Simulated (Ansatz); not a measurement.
An Ansatz (a program for electronic structure) run. Input:

Ansatz 0.2 input:
```yaml
crystal:
  lattice:
    - [0.0, 2.391947779, 2.391947779]
    - [2.391947779, 0.0, 2.391947779]
    - [2.391947779, 2.391947779, 0.0]
  atoms:
    - { symbol: As, position: [0.75, 0.75, 0.75] }
    - { symbol: B, position: [0.0, 0.0, 0.0] }
kpoints:
  mp_grid: { grid: [9, 9, 9] }
hamiltonian:
  xc: r2scan
  pseudopotentials: { kind: paw }
scf:
  occupations: { method: fixed }
output:
  optics: { e_range: [0.0, 15.0], de: 0.05, sigma: 0.1, bands: { spectra_wanted_up_to: 12 eV } }
```

Output (shortened):

```
output.optics: the spectra are integrated over the Brillouin zone by k·p interpolation around the k-points, where levels, occupations, output.optics.sigma and …
Pseudopotential: As, paw, valence charge 15
Pseudopotential: B, paw, valence charge 3
Functional definition: r2SCAN
Crystal: 2 atoms, lattice volume = 27.371 Å³
Basis set: ecut = 500 eV, 725 PW (Γ), exchange–correlation on 100×100×100 points (64 copies of the dense FFT grid, shifted against one another)
Bands: 13, of which v1, the nominal top of the filled ones, is band 9 counted from 1 (8 counted from 0)
Symmetry: 24 space group operations
Space group: F-43m (ITA 216), of the structure as read, at distance tolerance 3.0e-5 Å
k-points: 35 of 729 (time reversal used)
SCF iter   1: F=—  HF=-5021.316862 eV  |F-HF|=—  |Δ(HF+E_count)|=         —  Δρ=5.90e-3  dr2=1.05e-2  dr2_τ=9.42e-2  ethr=1.77e-3  ⟨swp⟩=4.1  Hψ=2249  notcnv=0  defer=41
preconditioner: auto → none
SCF iter   2: F=—  HF=-5021.340983 eV  |F-HF|=—  |Δ(HF+E_count)|=   2.41e-2  Δρ=2.41e-3  dr2=8.52e-4  dr2_τ=1.15e-4  ethr=5.85e-5  ⟨swp⟩=2.1  Hψ=1133  notcnv=0  defer=62
SCF iter   3: F=—  HF=-5021.341059 eV  |F-HF|=—  |Δ(HF+E_count)|=   7.64e-5  Δρ=1.30e-3  dr2=2.07e-4  dr2_τ=3.15e-6  ethr=4.73e-6  ⟨swp⟩=3.0  Hψ=846  notcnv=0  defer=64
SCF iter   4: F=—  HF=-5021.341122 eV  |F-HF|=—  |Δ(HF+E_count)|=   6.26e-5  Δρ=1.37e-4  dr2=2.45e-6  dr2_τ=1.08e-7  ethr=1.15e-6  ⟨swp⟩=1.9  Hψ=501  notcnv=0  defer=60
SCF iter   5: F=—  HF=-5021.341122 eV  |F-HF|=—  |Δ(HF+E_count)|=   5.39e-7  Δρ=2.03e-5  dr2=5.04e-8  dr2_τ=2.06e-9  ethr=1.36e-8  ⟨swp⟩=2.1  Hψ=549  notcnv=0  defer=12
SCF iter   6: F=—  HF=-5021.341121 eV  |F-HF|=—  |Δ(HF+E_count)|=   1.17e-6  Δρ=7.37e-6  dr2=1.06e-8  dr2_τ=3.32e-10  ethr=2.80e-10  ⟨swp⟩=2.0  Hψ=770  notcnv=0  defer=1
SCF iter   7: F=—  HF=-5021.341121 eV  |F-HF|=—  |Δ(HF+E_count)|=   3.28e-9  Δρ=1.32e-6  dr2=4.70e-10  dr2_τ=1.29e-11  ethr=5.90e-11  ⟨swp⟩=2.0  Hψ=580  notcnv=0  defer=1
SCF iter   8: F=—  HF=-5021.341121 eV  |F-HF|=—  |Δ(HF+E_count)|=  1.36e-10  Δρ=1.98e-7  dr2=1.15e-11  dr2_τ=4.87e-13  ethr=2.61e-12  ⟨swp⟩=2.0  Hψ=551  notcnv=0  defer=1
SCF iter   9: F=-5021.341121 eV  HF=-5021.341121 eV  |F-HF|=9.09e-13  |Δ(HF+E_count)|=  9.09e-13  Δρ=1.15e-8  dr2=2.80e-14  dr2_τ=7.31e-16  ethr=1.00e-12  ⟨swp⟩=3.0  Hψ=1345  notcnv=0
SCF 1 converged in 9 iterations: F = -5021.341121 eV  dr2 = 2.80e-14
NSCF: frozen V_eff on 35 k-points
Optics k sum: 0 of 35 k-points
Optics k sum: 2 of 35 k-points
Optics k sum: 4 of 35 k-points
Optics k sum: 6 of 35 k-points
Optics k sum: 7 of 35 k-points
Optics k sum: 9 of 35 k-points
Optics k sum: 11 of 35 k-points
Optics k sum: 13 of 35 k-points
Optics k sum: 14 of 35 k-points
Optics k sum: 16 of 35 k-points
Optics k sum: 18 of 35 k-points
Optics k sum: 20 of 35 k-points
Optics k sum: 21 of 35 k-points
Optics k sum: 23 of 35 k-points
Optics k sum: 25 of 35 k-points
Optics k sum: 27 of 35 k-points
Optics k sum: 28 of 35 k-points
Optics k sum: 30 of 35 k-points
Optics k sum: 32 of 35 k-points
Optics k sum: 34 of 35 k-points
Optics k sum: 35 of 35 k-points
Optics k sum: 0 of 35 k-points
Optics k sum: 2 of 35 k-points
Optics k sum: 4 of 35 k-points
Optics k sum: 6 of 35 k-points
Optics k sum: 7 of 35 k-points
Optics k sum: 9 of 35 k-points
Optics k sum: 11 of 35 k-points
Optics k sum: 13 of 35 k-points
Optics k sum: 14 of 35 k-points
Optics k sum: 16 of 35 k-points
Optics k sum: 18 of 35 k-points
Optics k sum: 20 of 35 k-points
Optics k sum: 21 of 35 k-points
Optics k sum: 23 of 35 k-points
Optics k sum: 25 of 35 k-points
Optics k sum: 27 of 35 k-points
Optics k sum: 28 of 35 k-points
Optics k sum: 30 of 35 k-points
Optics k sum: 32 of 35 k-points
Optics k sum: 34 of 35 k-points
Optics k sum: 35 of 35 k-points
NSCF: frozen V_eff on 1 k-points
NSCF: frozen V_eff on 1 k-points
NSCF: frozen V_eff on 1 k-points
NSCF: frozen V_eff on 1 k-points
output.optics: what the bands over the 19 summed would add to eps1, eps2 and the energy-loss function is held between a lower and an upper bound (5 Lanczos …
SCF converged after 9 iterations
Free energy (F): -5021.341121 eV
Harris-Foulkes:  -5021.341121 eV  (|F-HF|=9.09e-13)
Internal energy: -5021.341121 eV  (E = F + TS)
E sigma→0 (E₀):  -5021.341121 eV
Fermi energy:    10.968565 eV
--- Per-component energies (eV) ---
  E_band       = -223.687162
  E_kinetic    = 151.412375
  E_local      = -1698.137893  (includes V_loc(G=0)·N_el)
  E_nonlocal   = -657.629330
  E_hartree    = 942.538483
  E_xc         = -105.604349
  E_vxc        = -125.550174  (∫ρ·V_xc dr)
  E_paw        = -1929.157104  (= ΣΔE_a)
  E_vpaw       = 214.893571  (= ΣTr[D̂ρ^β])
  E_aug_tail   = -0.000007  (compensation charges beyond the density's cutoff)
  E_vtau       = 6.247336  (kinetic-family band-sum trace: ∫τ·v_τ [+ j·A + Jᵃ·Aᵃ] dr)
  E_ewald      = -1723.287447
  E_core_change = -1.475850  (= ΣΔE_core)
  E_smearing   =  0.000000  (= −TS)
  E_closure    = 0.000000  (closes the sum)
  Σ components = -5021.341121   (vs F -5021.341121, Δ=0.00e0)
  [band-id]    e_kinetic+e_local+e_nonlocal+2·e_hartree+e_vxc+e_vpaw+e_augmentation_tail+e_vtau = -223.687156   (vs E_band -223.687162, Δ=5.60e-6)
--- Band table (eV; the first three rows and the last of 35) ---
  k-point 0: bands = ["-25.6439", "-25.6439", "-25.6439", "-25.6154", "-25.6154", "-5.1548", "10.9686", "10.9686", "10.9686", "14.4053", "14.4053", "14.4053", "16.0301"]
  k-point 1: bands = ["-25.6435", "-25.6429", "-25.6429", "-25.6153", "-25.6153", "-4.9426", "9.2373", "10.5849", "10.5849", "14.6273", "14.9123", "14.9123", "17.1085"]
  k-point 2: bands = ["-25.6425", "-25.6405", "-25.6405", "-25.6149", "-25.6149", "-4.3195", "6.4665", "9.9058", "9.9058", "14.3769", "15.7349", "15.7349", "19.0479"]
  k-point 34: bands = ["-25.6411", "-25.6352", "-25.6271", "-25.6183", "-25.6119", "-0.7644", "2.5172", "5.1241", "6.0445", "16.2443", "17.0014", "17.7040", "19.8932"]
```

Cost: very roughly 17 core-seconds on shared cores.

The cell was relaxed with r²SCAN under the symmetry of its start; phonons on a q-mesh show no instability. Scalar-relativistic: spin–orbit coupling is off unless named, which matters more the heavier the elements.

Potentials: the later of the program's two PAW sets.

Ansatz is a plane-wave DFT program.
